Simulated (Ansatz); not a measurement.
Starting cell, TaN (rock salt):

```yaml
crystal:
  lattice:
    - [0.00000, 4.39591, 4.39591]
    - [2.19795, 2.19795, 4.39591]
    - [2.19795, 2.19795, 0.00000]
  atoms:
    - { symbol: N, position: [0.00000, 0.00000, 0.00000] }
    - { symbol: N, position: [0.50000, 0.00000, 0.00000] }
    - { symbol: Ta, position: [0.00000, 0.50000, 0.50000] }
    - { symbol: Ta, position: [0.50000, 0.50000, 0.50000] }
```

A phonon eigenvector at X = (0.5, 0.5, 0.0) is frozen into this cell: atom i moves by Q times the vector below, so Q is the largest atomic displacement, in Å. The cell is held. It is one choice among 2 degenerate patterns. (q is in reciprocal vectors of the primitive cell; the cell shown is doubled to hold the pattern.)

| atom | x | y | z |
|---|---|---|---|
| N1 | 0.000 | -1.000 | 0.000 |
| N2 | 0.000 | 1.000 | 0.000 |
| Ta3 | 0.000 | 0.847 | 0.000 |
| Ta4 | 0.000 | -0.847 | 0.000 |

These are r2SCAN (plane waves to 500 eV, PAW, scalar-relativistic; Ansatz, a first-principles code) values and carry that method's errors. k mesh 18×18×18 (Γ-centred), Fermi-Dirac smearing 0.05 eV. Energies are smeared free energies. Compression counts positive. With partly filled bands, energies and forces of such displacements shift with the k mesh and the smearing. Spin-orbit coupling is left out, though Ta is heavy. TaN is run without spin polarisation. TaN was relaxed with its symmetry unable to fall. The PAW data are Ansatz's earlier set. This is a high-temperature form of TaN. The zero of ΔE is the undisplaced structure.

```tsv
Q (Å)	ΔE (eV/cell)	P (GPa)	−dE/dQ from forces (eV/Å)
-0.275	0.156	1.8	4.320
-0.229	0.002	0.9	2.424
-0.183	-0.071	0.4	0.839
-0.138	-0.081	0.1	-0.305
-0.092	-0.051	0.0	-0.918
-0.046	-0.012	0.0	-0.579
0.000	0.000	0.0	0.000
0.046	-0.012	0.0	0.579
0.092	-0.051	0.0	0.918
0.138	-0.081	0.1	0.305
0.183	-0.071	0.4	-0.839
0.229	0.002	0.9	-2.424
0.275	0.156	1.8	-4.320
```

Summary:

The energy at Q = 0.275 Å comes out as 156 meV/cell, the position of the deepest minimum (fit) comes out as 0.15 Å from zero and the depth of the well (fit) is 86 meV/cell, cell held fixed. Space group of the distorted cell: Cmcm (No. 63), lowered from Fm-3m. Symmetry of the curve: even: the same for both signs. Shape of the curve: a double well: the undisplaced structure is a maximum between two minima.

The 13 points together took around 30 core-minutes (rough).

(For displaced atoms, the force is minus the slope of the energy, and its curvature is a force constant, which sets phonon frequencies.)
